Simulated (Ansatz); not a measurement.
This cell of MoS2 (space group R3m) is off equilibrium:

```
CELL_PARAMETERS angstrom
      3.12630     1.80497    11.98194
      0.00000     1.80497    11.98194
      1.56315    -0.90249    11.98194
ATOMIC_POSITIONS crystal
  Mo 0.49734 0.00532 0.00532
  Mo 0.00290 0.99419 0.99419
  S  0.78753 0.42494 0.42494
  S  0.29299 0.41403 0.41403
  S  0.87389 0.25222 0.25222
  S  0.37933 0.24134 0.24134
```

These are LDA (plane waves to 420 eV, PAW, scalar-relativistic; Ansatz, a quantum-chemistry and plane-wave program) values and carry that method's errors. k mesh 12×12×12 (Γ-centred), Fermi-Dirac smearing 0.05 eV. Compression counts positive. MoS2 is run without spin polarisation. MoS2 was relaxed with its symmetry unable to fall. This is one of several known forms of MoS2; the measured ambient cells at hand have space group No. 194.

Q: Predict the force on every atom, in eV/Å.

A: 
| atom | Fx | Fy | Fz |
|---|---|---|---|
| Mo1 | 0.000 | 0.000 | -0.107 |
| Mo2 | 0.000 | 0.000 | 0.095 |
| S3 | 0.000 | 0.000 | -0.058 |
| S4 | 0.000 | 0.000 | 0.013 |
| S5 | 0.000 | 0.000 | -0.008 |
| S6 | 0.000 | 0.000 | 0.064 |

(For displaced atoms, the force is minus the slope of the energy, and its curvature is a force constant, which sets phonon frequencies.)
